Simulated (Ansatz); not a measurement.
The calculation used DFT PBE, scalar-relativistic, plane waves, PAW (Ansatz 0.2.0). Settings: cutoff 420 eV, Γ-centred meshes spaced at most about 0.3 Å⁻¹, and about 0.25 Å⁻¹ or finer for metals (2π included), Gaussian smearing. No spin polarisation in the final relaxations.

These are static total energies at zero pressure.

Two relaxed structures of Be₄Se:

A.

```cif
data_structure
_symmetry_space_group_name_H-M 'Pm-3m'
_symmetry_Int_Tables_number 221
_cell_length_a 3.9638
_cell_length_b 3.9638
_cell_length_c 3.9638
_cell_angle_alpha 90.000
_cell_angle_beta 90.000
_cell_angle_gamma 90.000
_cell_volume 62.28
loop_
_atom_site_label
_atom_site_type_symbol
_atom_site_symmetry_multiplicity
_atom_site_Wyckoff_symbol
_atom_site_fract_x
_atom_site_fract_y
_atom_site_fract_z
_atom_site_occupancy
Be1 Be 1 a 0.00000 0.00000 0.00000 1
Be2 Be 3 d 0.50000 0.00000 0.00000 1
Se1 Se 1 b 0.50000 0.50000 0.50000 1
```

B.

```cif
data_structure
_symmetry_space_group_name_H-M 'P-4m2'
_symmetry_Int_Tables_number 115
_cell_length_a 4.2349
_cell_length_b 4.2349
_cell_length_c 5.3514
_cell_angle_alpha 90.000
_cell_angle_beta 90.000
_cell_angle_gamma 90.000
_cell_volume 95.97
loop_
_atom_site_label
_atom_site_type_symbol
_atom_site_symmetry_multiplicity
_atom_site_Wyckoff_symbol
_atom_site_fract_x
_atom_site_fract_y
_atom_site_fract_z
_atom_site_occupancy
Be1 Be 4 j 0.25276 0.00000 0.85113 1
Se1 Se 1 d 0.00000 0.00000 0.50000 1
```

Task: Which is lower in energy, and by how much?

Result: B is lower, by 152 meV/atom. A has space group Pm-3m (No. 221), 12.5 Å³/atom and no gap on its mesh; B has space group P-4m2 (No. 115), 19.2 Å³/atom and a gap of 0.25 eV. Counting Be atoms around Se (those within 1.25 times the shortest such distance or 1.15 times the sum of covalent radii; a plus sign parts nearer from farther groups; the shortest distance is added where it is long for a bond), A has Se 12+8 from 2.8 Å and B has Se 4. The lower one is the more open, so pressure narrows the difference. Even the lower one lies +0.58 eV/atom against the reference forms of the elements (uncorrected), so neither is stable at this level. In A, around Be on a site of symmetry m-3m lie 6 Be at 1.98 Å; around Be on a site of symmetry 4/mmm lie 2 Be at 1.98 Å, 4 Se at 2.80 Å and 8 Be at 2.80 Å; around Se lie 12 Be at 2.80 Å and 8 Be at 3.43 Å. In B, around Be lie 4 Be at 2.09–2.20 Å and 1 Se at 2.16 Å; Se has 4 Be at 2.16 Å. Both come from invented guesses. A third cell relaxed alike, in C222_1, lies 0.31 eV/atom below the lower of the two; the P-4m2 cell fell into it when its atoms were moved at random.

Kohn–Sham gaps at this level usually fall short of measured ones. Cells relaxed within their symmetry can be saddle points; a later kick test found a lower structure for Be4Se P-4m2.
